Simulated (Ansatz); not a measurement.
**From the elastic tensor of ZrOs at 2 GPa (stress–strain coefficients) to moduli and sound speeds**

All numbers below come from DFT LDA, scalar-relativistic, plane waves, PAW in Ansatz. Plane waves to 420 eV; Γ-centred k mesh 14×14×14; Fermi-Dirac smearing of 0.15 eV. No spin polarisation.

Symmetry: Pm-3m, No. 221, cubic system. The conventional cell has a = 3.217 Å, b = 3.217 Å, c = 3.217 Å, α = 90.00°, β = 90.00°, γ = 90.00°. Zr (site symmetry m-3m) has 8 Os at 2.79 Å as nearest neighbours. Around Os (site symmetry m-3m) lie 8 Zr at 2.79 Å.

In a metal, frequencies and elastic constants depend on the k mesh and the smearing, soft modes and shear constants most. Spin–orbit coupling is left out, which can shift energies with elements as heavy as these.

Relaxed-ion constants (GPa, on the Cartesian axes of the calculation):
C11 = 410.9, C12 = 160.4, C13 = 160.4, C22 = 410.9, C23 = 160.4, C33 = 410.9, C44 = 98.9, C55 = 98.9, C66 = 98.9 GPa; the others vanish.

Density 14.037 g/cm³; 2 atoms in 33.30 Å³.

The values that follow are for a polycrystal of randomly turned grains, by Hill's mean where one number stands.

With S = C⁻¹: B_V = (C11+C22+C33+2(C12+C13+C23))/9, G_V = (C11+C22+C33−C12−C13−C23+3(C44+C55+C66))/15, 1/B_R = S11+S22+S33+2(S12+S13+S23), 15/G_R = 4(S11+S22+S33−S12−S13−S23)+3(S44+S55+S66); Hill is their mean. Then v_l = √((B+4G/3)/ρ), v_t = √(G/ρ), v_m = [(2/v_t³+1/v_l³)/3]^(−1/3) and Θ = (ħ/k_B)·v_m·(6π²n/V)^(1/3) for n atoms in the volume V; E = 9BG/(3B+G), ν = (3B−2G)/(2(3B+G)) and A^U = 5G_V/G_R + B_V/B_R − 6.

```
Bulk modulus, Voigt / Reuss / Hill          : 243.9 / 243.9 / 243.9 GPa
Shear modulus, Voigt / Reuss / Hill         : 109.5 / 108.0 / 108.7 GPa
Young's modulus                             : 284 GPa
Poisson ratio                               : 0.306
Pugh ratio B/G                              : 2.24
Universal anisotropy index                  : 0.07
Longitudinal and transverse sound speeds    : 5263 and 2783 m/s
Debye temperature from the mean sound speed : 363 K
```

Cost: 1 run of about 1.6 core-minutes, on Arm Neoverse V1 (shared hosts).